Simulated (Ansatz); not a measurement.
ScSi2 in space group P6/mmm (No. 191; Sc on 1a, Si on 2d), the program Ansatz at the LDA level (PAW), all energies at zero smearing, with the estimated change up to a 700 eV cutoff added, with one set of potentials and settings (totals compare only within such a set). Cell of 3 atoms (1 Sc, 2 Si): -3307.724 eV.

| element | reference phase | E (eV/atom) |
|---|---|---|
| Sc | P6_3/mmc, 2 atoms in the cell | -2089.0154 |
| Si | Fd-3m, 2 atoms in the cell | -608.6481 |

Formation energy per atom, worked out: (-3307.724 − 1×(-2089.0154) − 2×(-608.6481))/3 = -0.471 eV/atom (-45 kJ per mol of atoms), at 0 K, without zero-point energy or fitted corrections.

The workflow started from an entry of the Crystallography Open Database (COD). Whether it is the stable phase at ambient conditions was not checked. The cell was relaxed with LDA under the symmetry of its start. At this level the phase is mechanically unstable. No spin polarisation was allowed. The references are the lowest solids computed at this level, not always the standard phases.

Potentials: the later of the program's two PAW sets.
